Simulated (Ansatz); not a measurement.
# Stability checks on a candidate for MgCd₂S₃

The structure comes from a generated guess, relaxed at this level; another structure or a mixture of phases may lie lower.

All numbers below come from Ansatz 0.2.0, DFT PBE, scalar-relativistic, plane waves, PAW. Settings of the last relaxation (12-atom cell): 420 eV, 6×6×2 k points, Gaussian smearing of 0.02 eV, no spin polarisation.

```
CELL_PARAMETERS angstrom
4.14860 0.00000 0.00000
-2.07430 3.59279 0.00000
0.00000 0.00000 20.16663
ATOMIC_POSITIONS crystal
Mg 0.00000 0.00000 0.50220
Mg 0.00000 0.00000 0.83133
Cd 0.66667 0.33333 0.99755
Cd 0.66667 0.33333 0.33950
Cd 0.66667 0.33333 0.66871
Cd 0.00000 0.00000 0.16831
S 0.66667 0.33333 0.12495
S 0.66667 0.33333 0.46688
S 0.66667 0.33333 0.79600
S 0.00000 0.00000 0.29578
S 0.00000 0.00000 0.62483
S 0.00000 0.00000 0.95396
```

The zero of energy is the elements' standard structures at the same level; no fitted shifts are applied.

Question: These tests were run: energy against the elements; random kick, then relaxation without symmetry; phonons on a 2×2×1 q mesh. What do they show?

Answer:

```csv
test,result
energy against the elements,−0.914 eV/atom
"random kick, then relaxation without symmetry",returns
phonons on a 2×2×1 q mesh,no imaginary mode on the mesh
```

It fails none of these tests. Other phases of the system weren't compared here, so this isn't yet thermodynamic stability.

The reference form of S is held partly by dispersion forces, which this level lacks. The kick test ran on a coarse mesh. The run for the phonons used a 6×6×2 k mesh.
